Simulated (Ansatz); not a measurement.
Level of theory: DFT PBE, scalar-relativistic, plane waves, PAW in Ansatz. All cells share a 420 eV cutoff and Γ-centred k meshes spaced at most about 0.3 Å⁻¹ (about 0.25 or finer for metals, 2π included). Collinear spin in cells that started with moments and kept them past the coarse steps, no spin elsewhere.

Temperature and zero-point effects are left out.

Compare these two cells of Cu2Ni3, each relaxed at this level.

A. (site moments Ni 0.5 (×6) μB)

```xyz
10
Lattice="2.5057 0.0000 0.0000 -1.2529 2.1700 0.0000 0.0000 0.0000 20.7615" Properties=species:S:1:pos:R:3 pbc="T T T"
Cu    0.0000    1.4467    1.0678
Cu    0.0000    1.4467   13.4864
Cu    1.2529    0.7233   19.6937
Cu    1.2529    0.7233    7.2751
Ni    0.0000    1.4467   17.5997
Ni    0.0000    1.4467    5.1781
Ni    0.0000    1.4467    9.3723
Ni    1.2529    0.7233    3.1617
Ni    1.2529    0.7233   11.3892
Ni    1.2529    0.7233   15.5834
```

B. (site moments Ni 0.5 (×2), 0.2 μB)

```xyz
5
Lattice="1.2544 0.7243 10.3140 -1.2544 0.7243 10.3140 0.0000 -1.4485 10.3140" Properties=species:S:1:pos:R:3 pbc="T T T"
Cu    0.0000    0.0000    3.0865
Cu    0.0000    0.0000   27.8554
Ni    0.0000    0.0000   21.6304
Ni    0.0000    0.0000    9.3115
Ni    0.0000    0.0000   15.4709
```

**Question.** Which form is favoured at zero pressure, and by what margin per atom?

**Answer.** B is lower, by 16 meV/atom. A has Cu and Ni ordered on hcp sites, space group P-3m1 (No. 164), 11.3 Å³/atom and no gap on its mesh; B has Cu and Ni ordered on fcc sites, space group R-3m (No. 166), 11.2 Å³/atom and no gap. Counting all near atoms (those within 1.25 times the shortest distance at each site), A and B both have Cu 12, Ni 12. Both come from invented guesses.

Another magnetic order may lie lower. With atoms moved at random, P-3m1 came back. Other cells relaxed within their symmetry can be saddle points.
